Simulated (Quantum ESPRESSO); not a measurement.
## Calculated data, GaSi6P (made-up cell)

Computed with Quantum ESPRESSO 7.5. Calculation on a made-up crystal cell, not a measurement: periodic Kohn-Sham density functional theory in plane waves with PseudoDojo standard norm-conserving scalar-relativistic pseudopotentials, each functional with its own files (v0.5 for PBE, v0.4.1 for LDA and PBEsol), no spin polarisation, no spin-orbit coupling, atoms not relaxed, stress positive in tension, energies less a fixed whole-eV offset for each atom's element; levels are Kohn-Sham levels at fractions of this cell's reciprocal vectors, counted from the reference band (half the neutral cell's valence electrons, rounded up) at Gamma; error bars cover cutoff and k-mesh only, not smearing or the files; added strain carries the atoms with the cell, and shear is the tensor component; each bar is the largest change over components, and at least 0.002 eV, 0.002 eV per angstrom or 0.02 GPa; energies are for the whole cell, and the offsets were chosen from early runs and are not element reference energies.

Entry: GaSi6P (made-up cell)

Unstrained structure:
```xyz
8
Lattice="5.3416 0.0435 -0.0913 0.0435 5.3690 -0.0074 -0.0913 -0.0074 5.3455" Properties=species:S:1:pos:R:3 GaSi6P
Si     0.0320    -0.0589    -0.0167
Si    -0.0143     2.6998     2.6573
Si     2.6141     0.0887     2.5796
Si     2.6777     2.6896    -0.0659
Si     1.3117     1.3735     1.2802
Ga     1.2743     4.0485     4.0021
Si     3.9255     1.3531     3.9076
P      3.9924     4.0507     1.2553
```

Here we set lattice type zincblende/diamond, functional pbe, cutoff 1088 eV, fermi dirac smearing 0.1 eV, scf tolerance 1e-07 eV, electrons removed 0, added strain kind uniform, added strain 0.0073, k mesh 6 x 6 x 6, shifted by half a step and structure shown before the added strain of 0.0073.

It finds free energy less offsets -0.7529 eV; smearing term minus ts -0.016 eV; scf iterations 10; pressure 4.599 GPa; stress xx -4.756 GPa; stress yy -4.183 GPa; stress zz -4.857 GPa; stress yz -1.368 GPa; stress xz -3.384 GPa; stress xy 2.22 GPa; fermi level 0.03813 eV; reference band 21; error bar energy 0.002 eV; error bar stress 0.02 GPa; error bar force 0.002432 eV/Å; error bar next band up 0.002 eV; error bar fermi level 0.002 eV; error bars from tighter rerun of this cell.

Atoms:
```csv
atoms element,atom site,atom energy offset (eV)
Si,1,-115
Si,2,-115
Si,3,-115
Si,4,-115
Si,5,-115
Ga,6,-2080
Si,7,-115
P,8,-189
```

Forces:
```csv
site,x (eV/Å),y (eV/Å),z (eV/Å)
1,-1.022,0.7243,0.5038
2,-0.3607,-0.4523,0.2031
3,-0.2391,-1.3,0.5028
4,0.2641,-0.1611,0.02605
5,-0.394,0.315,-0.3428
6,0.8761,0.1277,-1.046
7,0.7881,0.4482,0.3091
8,0.08788,0.2986,-0.156
```

Levels:
```csv
level k point,next band up (eV)
Gamma,0.1024
"(1/2,1/2,1/2)",0.08741
"(0.15,0,0)",0.1048
"(0,0.15,0)",0.1551
"(0,0,0.15)",0.08493
```
